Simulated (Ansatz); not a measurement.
## GeSb$_{2}$Te$_{4}$: moving Te off its site

GeSb$_{2}$Te$_{4}$, I-4m2, a = 6.014 Å, c = 11.887 Å. The structure is a Materials Project entry; whether it is the stable form wasn't checked. Ansatz: PBEsol, PAW, 420 eV, Γ-centred 10×10×10 mesh on 7 atoms, Gaussian smearing 0.15 eV; no spin polarisation.

```yaml
crystal:
  lattice:
    - [-3.00696, 3.00696, 5.94356]
    - [3.00696, -3.00696, 5.94356]
    - [3.00696, 3.00696, -5.94356]
  atoms:
    - { symbol: Ge, position: [0.00000, 0.00000, 0.00000] }
    - { symbol: Sb, position: [0.50000, 0.50000, 0.00000] }
    - { symbol: Sb, position: [0.25000, 0.75000, 0.50000] }
    - { symbol: Te, position: [0.50650, 0.00650, 0.50000] }
    - { symbol: Te, position: [0.24522, 0.24522, 0.00000] }
    - { symbol: Te, position: [0.99350, 0.49350, 0.50000] }
    - { symbol: Te, position: [0.75478, 0.75478, 0.00000] }
```

All 4 Te atoms of the cell move by x along the unit vector (0.000, -1.000, -0.026), with their periodic images; all else is held. y is the free energy of the cell over the start, F the force along the path summed over the moved atoms.

| x (Å) | y (meV) | F (eV/Å) |
| --- | --- | --- |
| -0.100 | -8.11 | -0.11 |
| -0.075 | -5.23 | -0.12 |
| -0.050 | -2.54 | -0.09 |
| 0.000 | 0.00 | 0.00 |
| 0.025 | -0.67 | 0.05 |
| 0.075 | -5.24 | 0.12 |
| 0.100 | ? | ? |

Problem. Fit y = c2 x² + c3 x³ + c4 x⁴ to the energies of the other rows, give the force constant, and predict energy and force of the missing row.

Solution. Least squares on the rows shown. y = −1084 x² − 9.869 x³ + 27180 x⁴. The force constant is 2 c2 = -2.17 eV/Å² for the 4 atoms together, -0.542 each, negative: the site is a maximum along this line (for all images moving together, not for a lone atom). The force −dy/dx at the missing row is 0.11 eV/Å (computed 0.11). At x = 0.100 the fit asked for gives -8.13 meV. The run gave -8.14 meV, so the fit is 0.01 meV too high, a small miss on the scale of the series.